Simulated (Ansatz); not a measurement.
**Zr2ReB2, a disordered cell**

```yaml
crystal:
  lattice:
    - [5.05387, -0.77988, -0.61610]
    - [-0.27070, 4.61684, -0.40480]
    - [-0.09630, -0.61010, 5.77814]
  atoms:
    - { symbol: Zr, position: [0.44783, 0.86732, 0.73052] }
    - { symbol: Zr, position: [0.15564, 0.11652, 0.28227] }
    - { symbol: Zr, position: [0.70975, 0.33178, 0.11280] }
    - { symbol: Zr, position: [0.99005, 0.09063, 0.75290] }
    - { symbol: Re, position: [0.76896, 0.49652, 0.58054] }
    - { symbol: Re, position: [0.63044, 0.86168, 0.31126] }
    - { symbol: B, position: [0.88884, 0.74946, 0.98927] }
    - { symbol: B, position: [0.12324, 0.59275, 0.42937] }
    - { symbol: B, position: [0.35745, 0.36042, 0.65430] }
    - { symbol: B, position: [0.37577, 0.55871, 0.98495] }
```

Method: m-r2SCAN, no spin polarisation; PAW, plane waves to 500 eV, 4×4×3 (shifted by 0.5, 0.5, 0.5 steps) mesh, fermi-dirac occupations (width 0.0245 eV) (Ansatz 0.2.0), atoms fixed.

Problem. Which atom feels the largest force, and which way?

Solution. The largest is on Zr2: 3.15 eV/Å, components (2.87, -0.89, -0.96). It makes 89° with the line to a nearest neighbour, B9 at 2.26 Å.

Problem. What does the stress say?

Solution. The pressure is 27.5 GPa (compression positive), so with the atoms held at these fractions the cell would first expand; the forces are large, so a full relaxation may end otherwise. The principal stresses 21.8, 27.5, 33.2 GPa differ, so its shape would change too.

Problem. What is the formation energy?

Solution. 0.54 eV an atom against the elements' usual phases (free molecules for gases, crystals otherwise, with no correction for O₂ or N₂), so at this geometry it isn't bound against them. Relaxing would lower it.

Problem. Metal or insulator?

Solution. It is a metal on this mesh, though the bands barely overlap, with about 6.2 states/eV a cell as the mean within 0.25 eV of the Fermi level, mostly Zr d (42 %), Re d (32 %) and B p (16 %).

Origin: a disordered cell, so it need not be a known compound. Caveats: many states at the Fermi level without spin polarisation, so a magnetic state may lie lower; the k mesh is coarse if the cell is a metal; atoms or cell far from equilibrium; m-r2SCAN is r2SCAN with a changed spin dependence that lowers moments.
